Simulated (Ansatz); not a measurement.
An Ansatz input:

```yaml
crystal:
  lattice:
    - [3.4420649897, 0.0, 0.0]
    - [-1.7210324948, 2.9809157225, 0.0]
    - [0.0, 0.0, 5.6208921281]
  atoms:
    - { symbol: Te, position: [0.3333333333, 0.6666666667, 0.25] }
    - { symbol: Te, position: [0.6666666667, 0.3333333333, 0.75] }
hamiltonian:
  xc: pbesol
  pseudopotentials:
    kind: paw
    azcp:
      Te: "pseudopotentials/Te.paw.azcp"
basis:
  ecutwfc: 420
  fft_grid_basis: typed
kpoints:
  mp_grid: { grid: [11, 11, 6], shift: [0, 0, 0] }
magnetization:
  spin_polarized: false
scf:
  occupations: { method: fermi_dirac, width: 0.1 }
relax:
  max_steps: 60
  f_tol: 0.01
  cell: {}
```

Terminal output

```
Warning: the record states the generating functional pbe (its physics header spells it `PBE`), which answers neither for hamiltonian.xc's functional nor for the pbesol family's — results may be inconsistent (PPs are generated against a specific XC)
Engine: ansatz 0.2.0, aarch64-unknown-linux-gnu
Pseudopotentials: kind: paw
Pseudopotential: Te, paw, valence charge 16, recommended cutoff 420 eV (normal) 
Functional definition: PBEsol
  exchange = pbesol_x
  correlation = pbesol_c
Crystal: 2 atoms, lattice volume = 57.673 Å³
Basis set: ecut = 420 eV, 1099 PW (Γ), exchange–correlation on 48×48×80 points (8 copies of the dense FFT grid, shifted against one another)
Bands: 20, of which v1, the nominal top of the filled ones, is band 16 counted from 1 (15 counted from 0)
Symmetry: 24 space group operations
Space group: P63/mmc (ITA 194), of the structure as read, at distance tolerance 3.9e-5 Å
k-points: 64 of 726
Non-local potential: Te, projectors of the file, l = 0: 2, l = 1: 2, l = 2: 2, l = 3: 2
PAW form: soft (Blöchl's): semilocal exchange-correlation on the pseudo side does not see the compensation charge
PAW frozen core: Te, regenerated for the run's functional, and the local potential with it (the file was generated under x = pbe(κ = 0.804, μ = 0.2195149727645171), c = pbe(β = 0.06672455060314922))
PAW one-centre angular grid: Te, 590 points (default); XC on 64 Gauss nodes
Initial density: superposition of atomic densities (neutral atoms: chi_scale 0, normalization atom), corrected by the library's trained network
Initial wavefunctions: pseudopotential atomic-orbital guess
Functional: x = pbesol(κ = 0.804, μ = 0.12345679012345678), c = pbesol(β = 0.046)
SCF iter   1: F=—  HF=-13802.350377 eV  |F-HF|=—  |Δ(HF+E_count)|=         —  Δρ=2.31e-3  dr2=1.94e-3  ethr=1.77e-3  ⟨swp⟩=5.8  Hψ=6259  notcnv=0
SCF iter   2: F=—  HF=-13802.348470 eV  |F-HF|=—  |Δ(HF+E_count)|=   1.91e-3  Δρ=1.34e-3  dr2=7.79e-4  ethr=6.05e-6  ⟨swp⟩=2.6  Hψ=2516  notcnv=0
SCF iter   3: F=—  HF=-13802.348465 eV  |F-HF|=—  |Δ(HF+E_count)|=   5.11e-6  Δρ=2.18e-4  dr2=1.88e-5  ethr=2.43e-6  ⟨swp⟩=2.0  Hψ=2295  notcnv=0
SCF iter   4: F=—  HF=-13802.348461 eV  |F-HF|=—  |Δ(HF+E_count)|=   4.04e-6  Δρ=1.49e-4  dr2=1.58e-5  ethr=5.88e-8  ⟨swp⟩=2.0  Hψ=2315  notcnv=0
SCF iter   5: F=—  HF=-13802.348453 eV  |F-HF|=—  |Δ(HF+E_count)|=   8.33e-6  Δρ=4.92e-5  dr2=2.17e-6  ethr=4.95e-8  ⟨swp⟩=2.1  Hψ=2199  notcnv=0
SCF iter   6: F=-13802.348451 eV  HF=-13802.348451 eV  |F-HF|=1.89e-9  |Δ(HF+E_count)|=   1.26e-6  Δρ=4.77e-6  dr2=1.60e-8  ethr=3.13e-10  ⟨swp⟩=4.0  Hψ=5549  notcnv=0
SCF 1 converged in 6 iterations: F = -13802.348451 eV  dr2 = 1.60e-8
relax step   1: F+E_penalty+E_count = -13802.34845148 eV  Δ(F+E_penalty+E_count) = +0.000e0 eV  max|allowed force component| = 5.782e-19 eV/Å  Δτ_max = 0.0000 Å  P = -3.787 GPa  Ω = 57.673 Å³  (6 SCF iters, dr2 threshold 1.00e-7 eV, accepted)
Crystal: 2 atoms, lattice volume = 52.746 Å³
...
SCF 11 converged in 3 iterations: F = -13802.767351 eV  dr2 = 4.04e-9
relax step  11: F+E_penalty+E_count = -13802.76735146 eV  Δ(F+E_penalty+E_count) = -4.590e-6 eV  max|allowed force component| = 1.319e-18 eV/Å  Δτ_max = 0.0000 Å  P = -0.001 GPa  Ω = 58.737 Å³  energy of the carried Pulay correction = -8.113e-5 eV  (3 SCF iters, dr2 threshold 1.03e-8 eV, accepted)
iter 1 solved again at ethr=1.05e-7 eV; its pass at ethr=3.10e-3 eV (dr2=3.35e-5 eV) is discarded
SCF iter   1: F=—  HF=-13802.767413 eV  |F-HF|=—  |Δ(HF+E_count)|=         —  Δρ=9.91e-5  dr2=1.32e-7  ethr=1.05e-7  ⟨swp⟩=3.1  Hψ=9481  notcnv=0
SCF iter   2: F=—  HF=-13802.767433 eV  |F-HF|=—  |Δ(HF+E_count)|=   2.02e-5  Δρ=5.02e-5  dr2=3.52e-8  ethr=4.12e-10  ⟨swp⟩=2.0  Hψ=2200  notcnv=0
SCF iter   3: F=—  HF=-13802.767436 eV  |F-HF|=—  |Δ(HF+E_count)|=   3.64e-6  Δρ=3.41e-6  dr2=7.69e-10  ethr=1.10e-10  ⟨swp⟩=2.0  Hψ=1496  notcnv=0
SCF iter   4: F=—  HF=-13802.767436 eV  |F-HF|=—  |Δ(HF+E_count)|=   1.56e-8  Δρ=6.10e-7  dr2=2.52e-10  ethr=2.40e-12  ⟨swp⟩=2.9  Hψ=2404  notcnv=0
SCF iter   5: F=-13802.767436 eV  HF=-13802.767436 eV  |F-HF|=0.00e0  |Δ(HF+E_count)|=  2.47e-10  Δρ=1.06e-7  dr2=4.43e-12  ethr=1.00e-12  ⟨swp⟩=5.0  Hψ=5860  notcnv=0
SCF 12 converged in 5 iterations: F = -13802.767436 eV  dr2 = 4.43e-12
relax step  12: F+E_penalty+E_count = -13802.76743649 eV  Δ(F+E_penalty+E_count) = -8.503e-5 eV  max|allowed force component| = 1.301e-18 eV/Å  Δτ_max = 0.0000 Å  P = -0.001 GPa  Ω = 58.737 Å³  stress off target by 2.94e-3 GPa  SCF on the basis re-selected at this cell (its energy is not comparable with the rows above)  (5 SCF iters)
basis re-selected at this cell: Δ(F+E_penalty+E_count) = -8.503e-5 eV, ΔP = -0.000 GPa vs the last step (what re-selecting the basis moved, of the pressure what is left beyond the Pulay correction that the steps carried, after the strain that the cell walked since its last selection, with what the two solves' SCF thresholds leave and, on support functions, any second-order correction that the steps lacked; it is no measure of the basis error at this ecutwfc). This SCF's stress stands 2.94e-3 GPa from its target on what of the cell is left free (relax.cell.stress_tol is 5.00e-2 GPa) and its largest allowed force component is 1.30e-18 eV/Å (relax.f_tol is 1.00e-2 eV/Å): within both
SCF converged after 5 iterations
Free energy (F): -13802.767436 eV
Harris-Foulkes:  -13802.767436 eV  (|F-HF|=0.00e0)
Internal energy: -13802.724599 eV  (E = F + TS)
E sigma→0 (E₀):  -13802.746018 eV
Entropy (-TS):   -0.042838 eV (-21.419 meV/atom)
Fermi energy:    10.708687 eV
--- Per-component energies (eV) ---
  E_band       = -470.835463
  E_kinetic    = 361.882328
  E_local      = -2198.681913  (includes V_loc(G=0)·N_el)
  E_nonlocal   = -616.271933
  E_hartree    = 1475.101698
  E_xc         = -247.229188
  E_vxc        = -208.901111  (∫ρ·V_xc dr)
  E_paw        = -9168.537149  (= ΣΔE_a)
  E_vpaw       = -759.065900  (= ΣTr[D̂ρ^β])
  E_aug_tail   = -0.000362  (compensation charges beyond the density's cutoff)
  E_ewald      = -3409.737710
  E_core_change = 0.749630  (= ΣΔE_core)
  E_smearing   = -0.042838  (= −TS)
  E_closure    = -0.000000  (closes the sum)
  Σ components = -13802.767436   (vs F -13802.767436, Δ=0.00e0)
--- Forces (eV/Å), atoms counted from 1 ---
  atom   1  Te    -0.00000000     0.00000000    -0.00000000
  atom   2  Te     0.00000000    -0.00000000     0.00000000
  max |Σ_I F_I| component: 7.23e-20 eV/Å
--- Stress (GPa, compression-positive) ---
       -0.002935       0.000000      -0.000000
        0.000000      -0.002935      -0.000000
       -0.000000      -0.000000       0.001435
  P = ⅓ Tr σ = -0.0015 GPa (-0.015 kbar)
--- Relaxed structure (10 steps of the walk, 10 accepted, 2 SCFs on fresh bases) ---
  F+E_penalty+E_count = -13802.76743649 eV   max|allowed force component| = 1.301e-18 eV/Å   (the final SCF, on the basis selected at the relaxed cell)
  cell:  # Å, volume = 58.7375 Å³
    - [3.9157862142673414, -3.284045484427272e-11, 1.630015817515174e-33]
    - [-1.9578931071052301, 3.391170337360832, 5.718616696193915e-34]
    - [2.288227643343501e-33, 2.6151173066782867e-33, 4.423303255793582]
  atoms:
    - { symbol: Te, position: [0.3333333333333333, 0.6666666666666665, 0.25] }
    - { symbol: Te, position: [0.6666666666666666, 0.33333333333333326, 0.75] }
```
